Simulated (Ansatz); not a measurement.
Geometry optimisation in Ansatz: input, command and trajectory.

```yaml
crystal:
  lattice:
    - [3.9511325383, 0.0, 0.0]
    - [0.0, 3.9511325383, 0.0]
    - [0.0, 0.0, 6.0286443614]
  atoms:
    - { symbol: Al, position: [0.0, 0.0, 0.0] }
    - { symbol: Al, position: [0.5, 0.5, 0.0] }
    - { symbol: Al, position: [0.0, 0.5, 0.27] }
    - { symbol: Al, position: [0.5, 0.0, 0.73] }
    - { symbol: As, position: [0.0, 0.5, 0.7] }
    - { symbol: As, position: [0.5, 0.0, 0.3] }
basis:
  ecutwfc: 500
kpoints:
  mp_grid: { grid: [4, 4, 4] }
hamiltonian:
  xc: r2scan
scf:
  occupations: { method: gaussian, width: 0.1 }
  lower_state_search: "off"
output:
  forces: true
  stress: true
  eigenvalues: true
relax:
  adjacent_minimum: "off"
  f_tol: 0.04
  max_steps: 70
  cell: { stress_tol: 0.4 }
```

```bash
ansatz run input.yaml --threads 1 --pin off --max-ram 2560MiB --backend cpu --events-out ev --progress --plain --runs-dir out
```

Method: Ansatz, DFT r2SCAN, scalar-relativistic, plane waves, PAW.

Of 14 frames 9 are shown, positions in Å and forces in eV/Å; the SCF threshold varies from step to step. Steps run on the plane waves of an earlier cell, with a Pulay correction in the pressure. The basis is chosen afresh for the last frame, the zero of the energies, and at times for earlier ones too; energy and pressure step there, also at an unchanged geometry. The mark taken_back stands on steps that the optimiser undid.

```xyz
6
Lattice="3.9511 0.0000 0.0000 0.0000 3.9511 0.0000 0.0000 0.0000 6.0286" Properties=species:S:1:pos:R:3:forces:R:3 pbc="T T T" step=1 free_energy_over_end_meV_per_atom=274.44 pressure_GPa=16.29
Al    0.0000    0.0000    0.0000    0.0000    0.0000    0.0000
Al    1.9756    1.9756    0.0000    0.0000    0.0000    0.0000
Al    0.0000    1.9756    1.6277    0.0000    0.0000    2.3001
Al    1.9756    0.0000    4.4009    0.0000    0.0000   -2.3001
As    0.0000    1.9756    4.2201    0.0000    0.0000   -1.6891
As    1.9756    0.0000    1.8086    0.0000    0.0000    1.6891
6
Lattice="4.0157 0.0000 0.0000 0.0000 4.0157 0.0000 0.0000 0.0000 6.3297" Properties=species:S:1:pos:R:3:forces:R:3 pbc="T T T" step=2 free_energy_over_end_meV_per_atom=97.32 pressure_GPa=4.01
Al    0.0000    0.0000    0.0000    0.0000    0.0000    0.0000
Al    2.0079    2.0079    0.0000    0.0000    0.0000    0.0000
Al    0.0000    2.0079    1.8117    0.0000    0.0000    0.5979
Al    2.0079    0.0000    4.5181    0.0000    0.0000   -0.5979
As    0.0000    2.0079    4.3281    0.0000    0.0000   -0.4774
As    2.0079    0.0000    2.0016    0.0000    0.0000    0.4774
6
Lattice="3.8575 0.0000 0.0000 0.0000 3.8575 0.0000 0.0000 0.0000 6.9250" Properties=species:S:1:pos:R:3:forces:R:3 pbc="T T T" step=4 free_energy_over_end_meV_per_atom=11.15 pressure_GPa=1.39
Al    0.0000    0.0000    0.0000    0.0000    0.0000    0.0000
Al    1.9288    1.9288    0.0000    0.0000    0.0000    0.0000
Al    0.0000    1.9288    2.0785    0.0000    0.0000    0.0497
Al    1.9288    0.0000    4.8464    0.0000    0.0000   -0.0497
As    0.0000    1.9288    4.6196    0.0000    0.0000    0.2082
As    1.9288    0.0000    2.3053    0.0000    0.0000   -0.2082
6
Lattice="3.8016 0.0000 0.0000 0.0000 3.8016 0.0000 0.0000 0.0000 7.1561" Properties=species:S:1:pos:R:3:forces:R:3 pbc="T T T" step=5 free_energy_over_end_meV_per_atom=3.13 pressure_GPa=1.05
Al    0.0000    0.0000    0.0000    0.0000    0.0000    0.0000
Al    1.9008    1.9008    0.0000    0.0000    0.0000    0.0000
Al    0.0000    1.9008    2.1965    0.0000    0.0000    0.0226
Al    1.9008    0.0000    4.9596    0.0000    0.0000   -0.0226
As    0.0000    1.9008    4.7996    0.0000    0.0000   -0.0203
As    1.9008    0.0000    2.3565    0.0000    0.0000    0.0203
6
Lattice="3.8133 0.0000 0.0000 0.0000 3.8133 0.0000 0.0000 0.0000 7.2086" Properties=species:S:1:pos:R:3:forces:R:3 pbc="T T T" step=7 free_energy_over_end_meV_per_atom=2.19 pressure_GPa=0.03
Al    0.0000    0.0000    0.0000    0.0000    0.0000    0.0000
Al    1.9066    1.9066    0.0000    0.0000    0.0000    0.0000
Al    0.0000    1.9066    2.2261    0.0000    0.0000    0.0040
Al    1.9066    0.0000    4.9825    0.0000    0.0000   -0.0040
As    0.0000    1.9066    4.8328    0.0000    0.0000   -0.0289
As    1.9066    0.0000    2.3758    0.0000    0.0000    0.0289
6
Lattice="3.7786 0.0000 0.0000 0.0000 3.7786 0.0000 0.0000 0.0000 7.5027" Properties=species:S:1:pos:R:3:forces:R:3 pbc="T T T" step=8 free_energy_over_end_meV_per_atom=8.93 pressure_GPa=-0.14 taken_back
Al    0.0000    0.0000    0.0000    0.0000    0.0000    0.0000
Al    1.8893    1.8893    0.0000    0.0000    0.0000    0.0000
Al    0.0000    1.8893    2.4299    0.0000    0.0000   -0.2753
Al    1.8893    0.0000    5.0727    0.0000    0.0000    0.2753
As    0.0000    1.8893    4.9907    0.0000    0.0000    0.3083
As    1.8893    0.0000    2.5120    0.0000    0.0000   -0.3083
6
Lattice="3.7915 0.0000 0.0000 0.0000 3.7915 0.0000 0.0000 0.0000 7.3488" Properties=species:S:1:pos:R:3:forces:R:3 pbc="T T T" step=10 free_energy_over_end_meV_per_atom=1.04 pressure_GPa=-0.12
Al    0.0000    0.0000    0.0000    0.0000    0.0000    0.0000
Al    1.8957    1.8957    0.0000    0.0000    0.0000    0.0000
Al    0.0000    1.8957    2.2987    0.0000    0.0000   -0.0409
Al    1.8957    0.0000    5.0501    0.0000    0.0000    0.0409
As    0.0000    1.8957    4.9142    0.0000    0.0000    0.0279
As    1.8957    0.0000    2.4346    0.0000    0.0000   -0.0279
6
Lattice="3.7946 0.0000 0.0000 0.0000 3.7946 0.0000 0.0000 0.0000 7.3056" Properties=species:S:1:pos:R:3:forces:R:3 pbc="T T T" step=11 free_energy_over_end_meV_per_atom=0.92 pressure_GPa=0.06
Al    0.0000    0.0000    0.0000    0.0000    0.0000    0.0000
Al    1.8973    1.8973    0.0000    0.0000    0.0000    0.0000
Al    0.0000    1.8973    2.2692    0.0000    0.0000    0.0067
Al    1.8973    0.0000    5.0364    0.0000    0.0000   -0.0067
As    0.0000    1.8973    4.8887    0.0000    0.0000   -0.0144
As    1.8973    0.0000    2.4169    0.0000    0.0000    0.0144
6
Lattice="3.7931 0.0000 0.0000 0.0000 3.7931 0.0000 0.0000 0.0000 7.3301" Properties=species:S:1:pos:R:3:forces:R:3 pbc="T T T" step=14 free_energy_over_end_meV_per_atom=0.00 pressure_GPa=-0.01
Al    0.0000    0.0000    0.0000    0.0000    0.0000    0.0000
Al    1.8965    1.8965    0.0000    0.0000    0.0000    0.0000
Al    0.0000    1.8965    2.2823    0.0000    0.0000   -0.0070
Al    1.8965    0.0000    5.0479    0.0000    0.0000    0.0070
As    0.0000    1.8965    4.9026    0.0000    0.0000    0.0064
As    1.8965    0.0000    2.4276    0.0000    0.0000   -0.0064
```

The start puts this composition into another compound's structure type, which needn't suit it. At the end the space group is P4/nmm (tolerance 0.05 Å).

It took 2.2 min on 1 thread of Intel(R) Xeon(R) Platinum 8488C (Sapphire Rapids) (shared host), peak memory 0.63 GiB.

The k mesh is coarse.